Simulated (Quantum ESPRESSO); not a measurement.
```
K2NaYF6
1.0
    0.00000     4.45829     4.45829
    4.45829     0.00000     4.45829
    4.45829     4.45829     0.00000
F Na K Y
6 1 2 1
Direct
  0.75560   0.24440   0.24440
  0.24440   0.75560   0.75560
  0.24440   0.75560   0.24440
  0.75560   0.24440   0.75560
  0.24440   0.24440   0.75560
  0.75560   0.75560   0.24440
  0.50000   0.50000   0.50000
  0.75000   0.75000   0.75000
  0.25000   0.25000   0.25000
  0.00000   0.00000   0.00000
```

The geometry is that of Materials Project entry mp-13799, symmetrised and not relaxed again.

Question: What does norm-conserving PBEsol (Quantum ESPRESSO, 88 Ry, scalar-relativistic) give for the electronic structure near the Fermi level?

Answer: The PBEsol gap is direct, 6.16 eV at Γ. Another valence extremum on the path lies within 0.02 eV, too close to call. 

The structure is a Materials Project entry; no match was found in the copy of COD used, and its stability was not checked.
